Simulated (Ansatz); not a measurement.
A distorted cell of ZrRh (space group Pnma):

```
CELL_PARAMETERS angstrom
      5.88915     0.00000     0.00000
      0.00000     4.31777     0.00000
      0.00000     0.00000     5.10790
ATOMIC_POSITIONS crystal
  Zr 0.82759 0.75000 0.85622
  Zr 0.17241 0.25000 0.14378
  Zr 0.67241 0.25000 0.35622
  Zr 0.32759 0.75000 0.64378
  Rh 0.44996 0.75000 0.16737
  Rh 0.55004 0.25000 0.83263
  Rh 0.05004 0.25000 0.66737
  Rh 0.94996 0.75000 0.33263
```

Level of theory: PBEsol (plane waves to 420 eV, PAW, scalar-relativistic; Ansatz, a first-principles code). k mesh 8×11×9 (Γ-centred), Fermi-Dirac smearing 0.05 eV. Energies are smeared free energies. Compression counts positive. ZrRh is run without spin polarisation. ZrRh was relaxed with its symmetry unable to fall.

Give the stress tensor in GPa and the pressure.


```
   15.4      0.0      0.0
    0.0     18.3      0.0
    0.0      0.0     18.5
```
The pressure, a third of the trace, is 17.4 GPa.

It is the relaxed cell scaled evenly to V/V₀ = 0.920, atoms relaxed where free. What is its energy relative to the relaxed cell?

71 meV/atom.

(A scan under strain: stresses follow from slopes of the energy per volume, elastic moduli from its curvatures.)
